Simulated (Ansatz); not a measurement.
input.yaml (Ansatz)

```yaml
crystal:
  lattice:
    - [2.7315211643, 0.0, 0.0]
    - [-1.3657605821, 2.3655667193, 0.0]
    - [0.0, 0.0, 9.0278067379]
  atoms:
    - { symbol: Pd, position: [0.0, 1.0, 0.0], spin: 0.5 }
    - { symbol: Pd, position: [0.0, 1.0, 0.5], spin: 0.5 }
    - { symbol: Pd, position: [0.3333333333, 0.6666666667, 0.25], spin: -0.5 }
    - { symbol: Pd, position: [0.6666666667, 0.3333333333, 0.75], spin: -0.5 }
hamiltonian:
  xc: pbesol
  pseudopotentials:
    kind: paw
    azcp:
      Pd: "pseudopotentials/Pd.paw.azcp"
basis:
  ecutwfc: 420
  fft_grid_basis: typed
kpoints:
  mp_grid: { grid: [17, 17, 5], shift: [0, 0, 0] }
magnetization:
  spin_polarized: true
scf:
  occupations: { method: fermi_dirac, width: 0.05 }
```

Terminal output

```
Warning: the record states the generating functional pbe (its physics header spells it `PBE`), which answers neither for hamiltonian.xc's functional nor for the pbesol family's — results may be inconsistent (PPs are generated against a specific XC)
Engine: ansatz 0.2.0, x86_64-unknown-linux-gnu
Pseudopotentials: kind: paw
Pseudopotential: Pd, paw, valence charge 18, recommended cutoff 420 eV (normal) 
Functional definition: PBEsol
  exchange = pbesol_x
  correlation = pbesol_c
Crystal: 4 atoms, lattice volume = 58.334 Å³
Basis set: ecut = 420 eV, 1165 PW (Γ)
Bands: 45, of which v1, the nominal top of the filled ones, is band 36 counted from 1 (35 counted from 0)
Symmetry: 24 space group operations
Space group: P63/mmc (ITA 194), of the structure as read, at distance tolerance 3.9e-5 Å
Magnetic group: BNS 194.263 (UNI 1493), of the structure as read, at distance tolerance 3.9e-5 Å
k-points: 99 of 1445
Non-local potential: Pd, projectors of the file, l = 0: 2, l = 1: 2, l = 2: 2, l = 3: 1
PAW form: soft (Blöchl's): semilocal exchange-correlation on the pseudo side does not see the compensation charge
PAW frozen core: Pd, regenerated for the run's functional, and the local potential with it (the file was generated under x = pbe(κ = 0.804, μ = 0.2195149727645171), c = pbe(β = 0.06672455060314922))
PAW one-centre angular grid: Pd, 590 points (default); XC on 64 Gauss nodes
Initial density: superposition of atomic densities (chi_scale 0.1, normalization cell)
Starting moments: Σ|m| = 2 μB on 4 of 4 sites
Starting magnetic order: compensated ferrimagnet; no operation exchanges its spin sublattices
Initial wavefunctions: pseudopotential atomic-orbital guess
Functional: x = pbesol(κ = 0.804, μ = 0.12345679012345678), c = pbesol(β = 0.046)
SCF iter   1: F=—  HF=-27630.929761 eV  |F-HF|=—  |Δ(HF+E_count)|=         —  Δρ=8.73e-2 (↑8.68e-2 ↓8.73e-2)  dr2=1.63e1  dr2_m=2.93e-1  M=0.001 μB ∫|m|=0.733 μB  β_m=0.30  ethr=3.10e-3  ⟨swp⟩=6.3  Hψ=34096  notcnv=0  defer=24
spin=Collinear: Kerker preconditioning applied to the charge; magnetization (m = ρ↑ − ρ↓) channel mixes plain (no charge-response kernel on spin).
SCF iter   2: F=—  HF=-27628.009373 eV  |F-HF|=—  |Δ(HF+E_count)|=    2.92e0  Δρ=5.25e-2 (↑5.25e-2 ↓5.25e-2)  dr2=5.59e0  dr2_m=1.77e-1  M=0.002 μB ∫|m|=0.627 μB  β_m=0.30  ethr=3.10e-3  ⟨swp⟩=2.0  Hψ=15478  notcnv=0  defer=457
SCF iter   3: F=—  HF=-27626.528664 eV  |F-HF|=—  |Δ(HF+E_count)|=    1.48e0  Δρ=2.14e-2 (↑2.10e-2 ↓2.14e-2)  dr2=2.20e-1  dr2_m=1.09e-1  M=0.005 μB ∫|m|=0.535 μB  β_m=0.30  ethr=3.10e-3  ⟨swp⟩=2.7  Hψ=15490  notcnv=0  defer=459
SCF iter   4: F=—  HF=-27626.528389 eV  |F-HF|=—  |Δ(HF+E_count)|=   2.75e-4  Δρ=1.32e-2 (↑1.32e-2 ↓1.09e-2)  dr2=2.88e-2  dr2_m=7.12e-2  M=0.020 μB ∫|m|=0.451 μB  β_m=0.30  ethr=3.06e-4  ⟨swp⟩=2.0  Hψ=18066  notcnv=0  defer=545
SCF iter   5: F=—  HF=-27626.536405 eV  |F-HF|=—  |Δ(HF+E_count)|=   8.02e-3  Δρ=9.86e-3 (↑9.11e-3 ↓9.86e-3)  dr2=3.24e-3  dr2_m=4.66e-2  M=0.012 μB ∫|m|=0.384 μB  β_m=0.30  ethr=4.00e-5  ⟨swp⟩=2.0  Hψ=10732  notcnv=0  defer=545
...
SCF iter  24: F=-27626.555479 eV  HF=-27626.555479 eV  |F-HF|=2.52e-7  |Δ(HF+E_count)|=   5.62e-5  Δρ=7.96e-5 (↑7.96e-5 ↓5.34e-5)  dr2=5.68e-7  dr2_m=1.82e-6  M=0.629 μB ∫|m|=0.658 μB  β_m=0.78  ethr=2.11e-12  ⟨swp⟩=4.4  Hψ=28850  notcnv=0  defer=545
SCF iter  25: F=-27626.555484 eV  HF=-27626.555484 eV  |F-HF|=7.96e-8  |Δ(HF+E_count)|=   5.31e-6  Δρ=3.88e-5 (↑3.73e-5 ↓3.88e-5)  dr2=3.02e-7  dr2_m=7.09e-7  M=0.648 μB ∫|m|=0.678 μB  β_m=0.72  ethr=2.11e-12  ⟨swp⟩=4.0  Hψ=26303  notcnv=0  defer=545
SCF iter  26: F=-27626.555485 eV  HF=-27626.555485 eV  |F-HF|=4.22e-8  |Δ(HF+E_count)|=   8.45e-7  Δρ=4.01e-5 (↑3.69e-5 ↓4.01e-5)  dr2=1.95e-7  dr2_m=7.35e-7  M=0.709 μB ∫|m|=0.743 μB  β_m=0.77  ethr=2.11e-12  ⟨swp⟩=4.3  Hψ=27609  notcnv=0  defer=545
SCF iter  27: F=-27626.555487 eV  HF=-27626.555487 eV  |F-HF|=4.42e-8  |Δ(HF+E_count)|=   2.07e-6  Δρ=2.00e-5 (↑1.85e-5 ↓2.00e-5)  dr2=1.02e-7  dr2_m=1.73e-7  M=0.665 μB ∫|m|=0.697 μB  β_m=0.85  ethr=2.11e-12  ⟨swp⟩=4.0  Hψ=27186  notcnv=0  defer=545
SCF iter  28: F=-27626.555488 eV  HF=-27626.555488 eV  |F-HF|=1.81e-8  |Δ(HF+E_count)|=   8.13e-7  Δρ=5.94e-6 (↑4.29e-6 ↓5.94e-6)  dr2=2.29e-8  dr2_m=1.02e-8  M=0.678 μB ∫|m|=0.710 μB  β_m=0.93  ethr=2.11e-12  ⟨swp⟩=4.0  Hψ=28075  notcnv=0
SCF iter  29: F=-27626.555488 eV  HF=-27626.555488 eV  |F-HF|=4.19e-9  |Δ(HF+E_count)|=   4.70e-8  Δρ=1.81e-6 (↑1.06e-6 ↓1.81e-6)  dr2=4.68e-9  dr2_m=4.75e-10  M=0.681 μB ∫|m|=0.713 μB  β_m=0.91  ethr=2.11e-12  ⟨swp⟩=3.0  Hψ=23517  notcnv=0
SCF iter  30: F=-27626.555488 eV  HF=-27626.555488 eV  |F-HF|=1.89e-10  |Δ(HF+E_count)|=   1.10e-9  Δρ=4.69e-7 (↑3.01e-7 ↓4.69e-7)  dr2=2.23e-10  dr2_m=4.93e-11  M=0.681 μB ∫|m|=0.714 μB  ethr=2.11e-12  ⟨swp⟩=3.0  Hψ=20083  notcnv=0
SCF 1 converged in 30 iterations: F = -27626.555488 eV  dr2 = 2.23e-10
at 9 of the mixer's solves, the last at iteration 23, it left a direction of its history that read negative out of its fit and stepped the other way along it
WARN: the starting moments were not kept: 2 of 4 ended reversed and 2 kept their direction, counting a site from 0.1 of the cell's largest site moment. The largest reversed, site 2 (counted from 0, in the order of the report's site_moments_mub), started with -0.5 μB and closes at +1.7e-1 μB in its sphere. The starting moments cancel, and the net magnetisation is 6.9e-1 μB in size, over 0.1 of its absolute magnetisation of 7.1e-1 μB. The SCF closed on another magnetic arrangement than the starting moments describe; that does not show which of the two is lower. To try another start: change the starting moments (crystal.atoms[].spin, magnetization.per_species, magnetization.initial_magnetization, or on a non-collinear deck that types none of these the spinor_matrix: blocks that start its atoms; where the total moment is fixed, keep their sum and leave initial_magnetization as it is; typed ones take the place of any that the run laid by itself, positive ones on a crystal's lanthanoids without a Hubbard term where scf.initial_density.shell_occupations: [] is typed); see also scf.mixing.spin_hold.
SCF converged after 30 iterations
Magnetization: 0.6815 μB (36.3407 up, 35.6593 down)
Absolute magnetization: 0.7140 μB (∫|ρ↑−ρ↓|, with the PAW one-centre terms)
Spin contamination: 0.0010 ħ² per cell (⟨S²⟩ above its minimum at these occupations)
Per-site moments (μB) at R_I (Å): [(0.175942479118731, 1.1267524802835984), (0.17594247911873084, 1.1267524802835984), (0.1713660446047843, 1.1267524802835984), (0.17136604460478416, 1.1267524802835984)]
Free energy (F): -27626.555488 eV
Harris-Foulkes:  -27626.555488 eV  (|F-HF|=1.89e-10)
Internal energy: -27626.478992 eV  (E = F + TS)
E sigma→0 (E₀):  -27626.517240 eV
Entropy (-TS):   -0.076496 eV (-19.124 meV/atom)
Fermi energy:    19.973418 eV
--- Per-component energies (eV) ---
  E_band       = -537.432282
  E_kinetic    = 2054.379501
  E_local      = -6930.909168  (includes V_loc(G=0)·N_el)
  E_nonlocal   = 876.891412
  E_hartree    = 2812.738932
  E_xc         = -671.185385
  E_vxc        = -845.307385  (∫ρ·V_xc dr)
  E_paw        = -14739.076428  (= ΣΔE_a)
  E_vpaw       = -1317.965722  (= ΣTr[D̂ρ^β])
  E_aug_tail   = 0.000885  (compensation charges beyond the density's cutoff)
  E_ewald      = -11030.528837
  E_core_change = 1.210096  (= ΣΔE_core)
  E_smearing   = -0.076496  (= −TS)
  E_closure    = 0.000000  (closes the sum)
  Σ components = -27626.555488   (vs F -27626.555488, Δ=0.00e0)
```
